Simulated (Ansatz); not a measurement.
A relaxation computed with Ansatz, from input to last step.

```yaml
crystal:
  lattice:
    - [2.1397724051, 1.2353981741, 3.6425035578]
    - [-2.1397724051, 1.2353981741, 3.6425035578]
    - [0.0, -2.4707963481, 3.6425035578]
  atoms:
    - { symbol: Sb, position: [0.2361487235, 0.2361487235, 0.2361487235] }
    - { symbol: Sb, position: [0.7638512765, 0.7638512765, 0.7638512765] }
basis:
  ecutwfc: 420
kpoints:
  mp_grid: { grid: [12, 12, 12] }
hamiltonian:
  xc: pbe
  dispersion: d3bj
scf:
  occupations: { method: gaussian, width: 0.1 }
output:
  forces: true
  stress: true
  eigenvalues: true
relax:
  adjacent_minimum: "off"
  f_tol: 0.01
  max_steps: 30
  cell: { stress_tol: 0.1, fix: [volume] }
```

```bash
ansatz run input.yaml --threads 1 --pin off --max-ram 2560MiB --backend cpu --events-out ev --progress --plain --runs-dir out
```

Computed with DFT PBE+D3(BJ), scalar-relativistic, plane waves, PAW in Ansatz 0.2.0.

The volume is held at 0.97 times that of the relaxed cell.

Of 4 frames 3 are shown, positions in Å and forces in eV/Å; the SCF threshold varies from step to step. Steps run on the plane waves of an earlier cell, with a Pulay correction in the pressure. The basis is chosen afresh for the last frame, the zero of the energies, and at times for earlier ones too; energy and pressure can step there, also at an unchanged geometry. Where two frames share a geometry here, they differ by under 2 meV/atom and 0.3 GPa.

```xyz
2
Lattice="2.1398 1.2354 3.6425 -2.1398 1.2354 3.6425 0.0000 -2.4708 3.6425" Properties=species:S:1:pos:R:3:forces:R:3 pbc="T T T" step=1 free_energy_over_end_meV_per_atom=1.36 pressure_GPa=1.93
Sb    0.0000    0.0000    2.5805    0.0000    0.0000    0.1439
Sb    0.0000    0.0000    8.3470    0.0000    0.0000   -0.1439
2
Lattice="2.1423 1.2368 3.6340 -2.1423 1.2368 3.6340 0.0000 -2.4737 3.6340" Properties=species:S:1:pos:R:3:forces:R:3 pbc="T T T" step=2 free_energy_over_end_meV_per_atom=0.42 pressure_GPa=1.30
Sb    0.0000    0.0000    2.5991    0.0000    0.0000   -0.0695
Sb    0.0000    0.0000    8.3030    0.0000    0.0000    0.0695
2
Lattice="2.1463 1.2392 3.6204 -2.1463 1.2392 3.6204 0.0000 -2.4783 3.6204" Properties=species:S:1:pos:R:3:forces:R:3 pbc="T T T" step=4 free_energy_over_end_meV_per_atom=0.00 pressure_GPa=1.43
Sb    0.0000    0.0000    2.5825    0.0000    0.0000   -0.0066
Sb    0.0000    0.0000    8.2787    0.0000    0.0000    0.0066
```

Time: 34 s on 1 thread of Arm Neoverse V2, on a shared host, peak memory 0.45 GiB.